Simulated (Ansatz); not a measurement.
# FeCu (Cmmm): the volume from the results

```yaml
crystal:
  lattice:
    - [1.43827, -1.98793, 0.00000]
    - [1.43827, 1.98793, 0.00000]
    - [0.00000, 0.00000, 4.13814]
  atoms:
    - { symbol: Fe, position: [0.00000, 0.00000, 0.00000] }
    - { symbol: Cu, position: [0.50000, 0.50000, 0.50000] }
```

The reference geometry is a structure from the Materials Project; nothing is relaxed.

Functional, mesh and filling: PBE, 12×12×7 k mesh, Fermi–Dirac smearing of 0.03 eV. PAW means Ansatz 0.2.0 on its default frozen-core files. Site moments are integrated in spheres about the atoms. Start moments (μB): Fe1 3.

The cell is scaled evenly, and every run starts from the same moments. Some of the runs:

| V/V₀ | cell moment (μB) | largest site moment (μB) | F − F(V₀) (meV/atom) | pressure (GPa) |
| --- | --- | --- | --- | --- |
| 1 | 2.62 | 2.56 | 0 | 1.5 |
| 1.05 | 2.68 | 2.65 | 8 | -5.4 |
| 1.18 | 2.84 | 2.84 | 117 | -16.1 |

Problem. Another run of the series gave cell moment (μB) = 2.29, largest site moment (μB) = 2.22, F − F(V₀) (meV/atom) = 77, pressure (GPa) = 21.4. At which V/V₀ was it made?
A. 1.1
B. 0.9
C. 0.72
D. 0.8
E. 0.85
F. 0.95

Solution. B. V/V₀ = 0.9.

Problem. Another run of the series gave cell moment (μB) = 2.45, largest site moment (μB) = 2.38, F − F(V₀) (meV/atom) = 21, pressure (GPa) = 9.8. At which V/V₀ was it made?
A. 0.8
B. 0.85
C. 0.9
D. 0.95
E. 1.1
F. 0.72

Solution. D. V/V₀ = 0.95.

The whole series:

```json
{"V/V₀": "0.72", "cell moment (μB)": "1.85", "largest site moment (μB)": "1.75", "F − F(V₀) (meV/atom)": "858", "pressure (GPa)": "113.5"}
{"V/V₀": "0.8", "cell moment (μB)": "2.02", "largest site moment (μB)": "1.95", "F − F(V₀) (meV/atom)": "361", "pressure (GPa)": "59.4"}
{"V/V₀": "0.85", "cell moment (μB)": "2.16", "largest site moment (μB)": "2.09", "F − F(V₀) (meV/atom)": "184", "pressure (GPa)": "37.4"}
{"V/V₀": "0.9", "cell moment (μB)": "2.29", "largest site moment (μB)": "2.22", "F − F(V₀) (meV/atom)": "77", "pressure (GPa)": "21.4"}
{"V/V₀": "0.95", "cell moment (μB)": "2.45", "largest site moment (μB)": "2.38", "F − F(V₀) (meV/atom)": "21", "pressure (GPa)": "9.8"}
{"V/V₀": "1", "cell moment (μB)": "2.62", "largest site moment (μB)": "2.56", "F − F(V₀) (meV/atom)": "0", "pressure (GPa)": "1.5"}
{"V/V₀": "1.05", "cell moment (μB)": "2.68", "largest site moment (μB)": "2.65", "F − F(V₀) (meV/atom)": "8", "pressure (GPa)": "-5.4"}
{"V/V₀": "1.1", "cell moment (μB)": "2.76", "largest site moment (μB)": "2.73", "F − F(V₀) (meV/atom)": "37", "pressure (GPa)": "-10.4"}
{"V/V₀": "1.18", "cell moment (μB)": "2.84", "largest site moment (μB)": "2.84", "F − F(V₀) (meV/atom)": "117", "pressure (GPa)": "-16.1"}
```

Under strong compression frozen cores are worth checking against an all-electron run. None of this fixes the real material's magnetic order: only patterns that fit the cell were computed, at zero temperature, with a functional that can overstate moments.
